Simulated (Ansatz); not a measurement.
LaPb$_{3}$:
```
LaPb3
1.0
    4.94909     0.00000     0.00000
    0.00000     4.94909     0.00000
    0.00000     0.00000     4.94909
La Pb
1 3
Direct
  0.00000   0.00000   0.00000
  0.00000   0.50000   0.50000
  0.50000   0.00000   0.50000
  0.50000   0.50000   0.00000
```

Relaxed with r²SCAN. Special points in fractions of this cell's reciprocal vectors: Γ (0.000, 0.000, 0.000); X (0.000, 0.500, 0.000); M (0.500, 0.500, 0.000); R (0.500, 0.500, 0.500).

List the band energies nearest the Fermi level at these points for r²SCAN in the plane-wave PAW code Ansatz.

In eV from the Fermi level; about four levels below and three above (degenerate sets whole), none deeper than 8.9 eV; points with the same levels are listed once.

```tsv
k	below	above
Γ	-7.17 -7.17 -2.56 -2.56 -2.56	0.80 0.80 0.80
X	-1.76 -0.23 -0.01 -0.01	0.92 1.82 1.84
M	-4.10 -1.41 -1.41 -1.05	0.20 0.29 0.29
R	-4.42 -2.83 -2.83 -2.83	1.71 1.71 1.71
```

Space group Pm-3m (Cu3Au type). The first step of the workflow began from a Materials Project structure, measured or hypothetical; the Crystallography Open Database files this formula in space group No. 221, but the cells were not matched. Whether it is the stable phase at ambient conditions was not checked. Symmetry was held in the r²SCAN relaxation; whether a distortion lowers the energy is not shown. Scalar-relativistic: spin–orbit coupling is off unless named, which matters more the heavier the elements.

Potentials: the later of the program's two PAW sets.
